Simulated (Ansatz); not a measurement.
Cell and atoms are relaxed with the symmetry kept. Start:

Space group R-3m:H (No. 166). a = 3.201 Å, b = 3.201 Å, c = 15.757 Å, α = 90.00°, β = 90.00°, γ = 120.00°
| atom | site | symmetry | x | y | z |
| --- | --- | --- | --- | --- | --- |
| Zr | 3b | -3m | 0.3333 | 0.6667 | 0.1667 |
| Mo | 3a | -3m | 0.0000 | 0.0000 | 0.0000 |
| C | 6c | 3m | 0.0000 | 0.0000 | 0.2556 |

Method: Ansatz, DFT r2SCAN, scalar-relativistic, plane waves, PAW.

Settings: cutoff 500 eV, Γ-centred mesh 15×15×15 on the computed 4-atom cell, Gaussian smearing of 0.10 eV; no spin polarisation.

Task: What does it relax to?

Result: The volume falls by 0.15 Å³/atom to 11.51 Å³/atom, and the energy falls by 2.0 meV/atom. Final structure:
```cif
data_structure
_symmetry_space_group_name_H-M 'P 1'
_symmetry_Int_Tables_number 1
_cell_length_a 5.5409
_cell_length_b 5.5409
_cell_length_c 5.5409
_cell_angle_alpha 33.451
_cell_angle_beta 33.451
_cell_angle_gamma 33.451
_cell_volume 46.03
loop_
_atom_site_label
_atom_site_type_symbol
_atom_site_fract_x
_atom_site_fract_y
_atom_site_fract_z
_atom_site_occupancy
Zr1 Zr 0.50000 0.50000 0.50000 1
Mo1 Mo 0.00000 0.00000 0.00000 1
C1 C 0.25511 0.25511 0.25511 1
C2 C 0.74489 0.74489 0.74489 1
```